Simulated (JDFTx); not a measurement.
Reference run:

| Item | Value |
|---|---|
| surface | W(100) |
| bulk | W, Im-3m, lattice of mp-91 (not re-optimised) |
| slab | 5 atoms in 5 planes, 1x1, 6.3 Å between the outermost planes |
| in-plane cell | 3.170 × 3.170 Å, 10.05 Å² |
| cell height | 22.3 Å |
| sampling | 8×8×1 k mesh, Fermi smearing 0.01 Ha, no spin polarisation |

Reference level: PBE, GBRV ultrasoft potentials, plane waves to 20/100 Ha, in a modified build of JDFTx. Unrelaxed; liquid: CANDLE, water, 1 M NaF. Potentials are on the SHE scale by the convention U = −μ/e − 4.44 V; references calibrated for a solvation model differ from this value. LDA and PBEsol take their own potentials, PW91 and RPBE those of PBE; the lattice is kept.

| functional | work function (eV) | U_pzc (V) | mean C above U_pzc (μF/cm²) | k states × plane waves | cycles, vacuum run | rough core time, vacuum run |
|---|---|---|---|---|---|---|
| LDA | 4.55 | -0.35 | 26 over 0.5 V | 15 × 6463 | 20 | 3 min |
| PBE | 4.26 | -0.66 | 31 over 0.5 V | 15 × 6463 | 21 | 4 min |
| PBEsol | 4.36 | -0.56 | 31 over 0.5 V | 15 × 6463 | 21 | 4 min |
| PW91 | 4.30 | -0.62 | 30 over 0.5 V | 15 × 6463 | 19 | 3 min |
| RPBE | [?] | [?] | 32 over 0.5 V | 15 × 6463 | 21 | 4 min |

**Question.** Some entries are withheld; supply them.

**Answer.** 
- RPBE, work function (eV): 4.11
- RPBE, U_pzc (V): -0.83

Core times come from shared machines and are rough, one run each.
